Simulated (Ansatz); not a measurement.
GeSe (NiAs type, P6_3/mmc), plane-wave PAW PBE (Ansatz code), all energies at zero smearing, with the estimated change up to a 700 eV cutoff added, with one set of potentials and settings (totals compare only within such a set). Cell of 4 atoms (2 Ge, 2 Se): -19528.721 eV.

```json
[
 {"element": "Ge", "reference phase": "Fd-3m, 2 atoms in the cell", "E (eV/atom)": "-4294.9847"},
 {"element": "Se", "reference phase": "P3_121, 3 atoms in the cell", "E (eV/atom)": "-5469.0798"}
]
```

Formation energy per atom, worked out: (-19528.721 − 2×(-4294.9847) − 2×(-5469.0798))/4 = -0.148 eV/atom (-14 kJ per mol of atoms), at 0 K, without zero-point energy or fitted corrections.

The cell is a constructed one: a structure type filled with these elements; neither database checked (COD, Materials Project) lists it. It is not the phase usual at ambient conditions (space group No. 62). Symmetry was held in the PBE relaxation; its stability against distortions is not shown here. The references are the lowest solids computed at this level, not always the standard phases.

Potentials: the later of the program's two PAW sets.
